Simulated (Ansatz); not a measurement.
**Structure relaxation, ZnCu$_{2}$SnSe$_{4}$**

The start is a generated cell, ZnCu2SnSe4 built in the stannite structure type. A full variable-cell relaxation at zero pressure is run with PBE (plane waves to 420 eV, PAW, scalar-relativistic; Ansatz, a first-principles code). The first steps use a coarse 6×6×6 k-mesh.

The start:
```yaml
crystal:
  lattice:
    - [-2.86572, 2.86572, 5.62910]
    - [2.86572, -2.86572, 5.62910]
    - [2.86572, 2.86572, -5.62910]
  atoms:
    - { symbol: Cu, position: [0.25000, 0.75000, 0.50000] }
    - { symbol: Cu, position: [0.75000, 0.25000, 0.50000] }
    - { symbol: Zn, position: [0.00000, 0.00000, 0.00000] }
    - { symbol: Se, position: [0.37700, 0.88700, 0.00000] }
    - { symbol: Se, position: [0.11300, 0.11300, 0.49000] }
    - { symbol: Se, position: [0.62300, 0.62300, 0.51000] }
    - { symbol: Se, position: [0.88700, 0.37700, 0.00000] }
    - { symbol: Sn, position: [0.50000, 0.50000, 0.00000] }
```

What pressure does the first self-consistent step give?

+3 GPa (positive: the cell is compressed).

Which atoms feel the largest initial force, and how large is it?

About 0.6 eV/Å, on Se4, Se5, Se6, Se7 (atoms numbered as listed).

By how much does the energy per atom fall from start to end?

0.01 eV/atom.

How do the shortest distances between atoms change?

The closest pairs of elements (up to four, under 3.6 Å), start → end: Cu–Se 2.42 → 2.43 Å; Se–Zn 2.48 → 2.51 Å; Se–Sn 2.55 → 2.63 Å.

What does it relax into? Give the structure.


```cif
data_Cu4Se8Sn2Zn2
_chemical_formula_sum 'Cu4 Zn2 Se8 Sn2'
_space_group_name_H-M_alt 'I-42m'
_space_group_IT_number 121
_space_group_name_Hall 'I -4 2'
_cell_length_a 5.76462
_cell_length_b 5.76462
_cell_length_c 11.52237
_cell_angle_alpha 90.000
_cell_angle_beta 90.000
_cell_angle_gamma 90.000
loop_
_atom_site_label
_atom_site_type_symbol
_atom_site_symmetry_multiplicity
_atom_site_Wyckoff_symbol
_atom_site_fract_x
_atom_site_fract_y
_atom_site_fract_z
_atom_site_occupancy
Cu1 Cu 4 d 0.00000 0.50000 0.25000 1
Zn1 Zn 2 a 0.00000 0.00000 0.00000 1
Se1 Se 8 i 0.25947 0.25947 0.36466 1
Sn1 Sn 2 b 0.00000 0.00000 0.50000 1
```
(The calculation used a cell of 8 atoms; values per cell refer to that cell.)

The space group stays I-42m (No. 121) (the run could not lower it); the end is AFLOW prototype A2BC4D_tI16_121_d_a_i_b (H2_6, as in FeCu2SnS4), with 8 atoms in the primitive cell. Final values are on a 12×12×12 k-mesh of the relaxed cell. No spin polarisation in the result.

The run could not lose the symmetry of its start.

The first start was generated by placing the elements on the sites of a structure type. A measured structure of ZnCu2SnSe4 has the same space group, I-42m (No. 121); the sites were not compared with it. Another known form has space group No. 82.
